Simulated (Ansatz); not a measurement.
Data sheet: CaAlSiH (DFT)

CaAlSiH:
Space group P3m1 (No. 156); a = b = 4.126 Å, c = 4.730 Å, α = β = 90.00°, γ = 120.00°

```tsv
atom	site	symmetry	x	y	z
Ca	1a	3m.	0.0000	0.0000	0.9976
Al	1c	3m.	0.6667	0.3333	0.4555
Si	1b	3m.	0.3333	0.6667	0.5645
H	1c	3m.	0.6667	0.3333	0.0891
```

Space group P3m1 (No. 156); conventional cell a = b = 4.1262 Å, c = 4.7300 Å, α = β = 90.00°, γ = 120.00°.

Method: r²SCAN (plane waves, PAW; program Ansatz). Geometry: relaxed at this level of theory. Other levels are named where they apply.

**Cell and energy**

```yaml
volume_per_atom: 17.44 Å³
density: 2.29 g/cm³
Formation energy from the elements (no fitted shifts): -0.47 eV/atom
```

**Electronic structure**

```yaml
band_gap: 0.63 eV (indirect)
valence_band_maximum: at A
conduction_band_minimum: at M (3 equivalent valleys)
smallest_direct_gap_on_the_standard_path: 1.45 eV
electron_effective_mass: 0.17, 0.35, 3.6 mₑ (principal values)
hole_effective_mass: 0.39 mₑ (isotropic)
HSE06 gap on the r²SCAN cell: 0.88 eV
```

**Mechanics**

```yaml
Bulk modulus (Birch–Murnaghan fit): 517 kbar
Pressure derivative B′: 3.0
```

**Charges**

```yaml
bader_charges: Ca +1.44, Al +1.90, Si -2.49, H -0.86 e
```

The workflow started from a Materials Project entry (that database holds measured and hypothetical structures alike); the Crystallography Open Database copy checked does not list it. Whether it is the stable phase at ambient conditions was not checked. The cell was relaxed with r²SCAN under the symmetry of its start; its stability against distortions is not shown here. The references are the lowest solids computed at this level, not always the standard phases (solids in place of the gases).

Potentials: the later of the program's two PAW sets.
